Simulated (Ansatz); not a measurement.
CuCl:
Space group F-43m (No. 216); a = 5.2900 Å, b = 5.2900 Å, c = 5.2900 Å, α = 90.00°, β = 90.00°, γ = 90.00°

| atom | site | symmetry | x | y | z |
|---|---|---|---|---|---|
| Cu | 4a | -43m | 0.0000 | 0.0000 | 0.0000 |
| Cl | 4c | -43m | 0.2500 | 0.2500 | 0.2500 |
(The calculation used a cell of 2 atoms; values per cell refer to that cell.)

Relaxed with PBEsol. 

**Question.** HSE06 on this cell (Ansatz, a first-principles code, PAW) gives a gap of 2.46 eV. What does PBEsol give?

**Answer.** 0.55 eV.

Cost on shared cores: the PBEsol run (SCF on a 9×9×9 mesh, then bands and DOS) very roughly 9 core-seconds, the HSE06 run (SCF on 7×7×7, then a few points) very roughly 100 core-seconds; the tasks are unlike.

Symmetry was held in the PBEsol relaxation. No spin polarisation was allowed.

Potentials: the later of the program's two PAW sets.

Ansatz is a plane-wave DFT program.
